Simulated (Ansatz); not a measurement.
### Question
SiO2 in space group P3_121 (No. 152; Si on 3a, O on 6c) is relaxed with r²SCAN in the plane-wave PAW code Ansatz. What lattice parameters of the conventional cell result?

### Answer
a = 4.921 Å, c = 5.417 Å.

### Question
Give the free coordinates with the occupied sites.

### Answer
In one choice of origin and axes:

```json
[
 {"atom": "Si", "site": "3a", "symmetry": ".2.", "x": "0.5310", "y": "0.5310", "z": "0.0000"},
 {"atom": "O", "site": "6c", "symmetry": "1", "x": "0.4132", "y": "0.2690", "z": "0.2154"}
]
```

### Question
Is it a metal or does it have a gap at this level?

### Answer
A gap of 6.60 eV, indirect.

The r²SCAN relaxation kept the symmetry of its start.

Potentials: the earlier of the program's two PAW sets.
